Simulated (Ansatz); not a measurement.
Simulated powder pattern, Cu Kα, λ = 1.54184 Å (kinematic, ideal powder, no thermal factors, no anomalous dispersion; the 30 strongest lines at most, above 1 %, up to 2θ = 90°):

```json
[
 {"2θ (°)": "28.58", "I/Imax (%)": "24"},
 {"2θ (°)": "32.01", "I/Imax (%)": "24"},
 {"2θ (°)": "32.85", "I/Imax (%)": "100"},
 {"2θ (°)": "43.44", "I/Imax (%)": "15"},
 {"2θ (°)": "50.63", "I/Imax (%)": "19"},
 {"2θ (°)": "57.59", "I/Imax (%)": "20"},
 {"2θ (°)": "59.17", "I/Imax (%)": "3.0"},
 {"2θ (°)": "61.16", "I/Imax (%)": "22"},
 {"2θ (°)": "61.68", "I/Imax (%)": "16"},
 {"2θ (°)": "66.93", "I/Imax (%)": "2.8"},
 {"2θ (°)": "68.87", "I/Imax (%)": "3.8"},
 {"2θ (°)": "74.34", "I/Imax (%)": "3.1"},
 {"2θ (°)": "80.19", "I/Imax (%)": "7.5"},
 {"2θ (°)": "81.56", "I/Imax (%)": "2.4"},
 {"2θ (°)": "83.75", "I/Imax (%)": "14"},
 {"2θ (°)": "88.50", "I/Imax (%)": "8.1"}
]
```

The pattern belongs to a structure relaxed with PBE+D3(BJ) in the plane-wave PAW code Ansatz.

**Question.** Which of these materials gives this?
(A) Y, hcp (Mg type)
(B) Sn, β-Sn type
(C) Tl, hcp (Mg type)
(D) Gd, hcp (Mg type)

**Answer.** A, Y, hcp (Mg type)

**Question.** Give the lattice parameters.

**Answer.** a = 3.606 Å, c = 5.592 Å.

Space group P6_3/mmc (hcp (Mg type)). The cell was relaxed with PBE+D3(BJ) under the symmetry of its start. No spin polarisation was allowed. The pairwise dispersion correction was not fitted to metals. Axis ratios of metals converge slowly with the k-mesh, so a and c are less sure than the volume.

Potentials: the earlier of the program's two PAW sets.
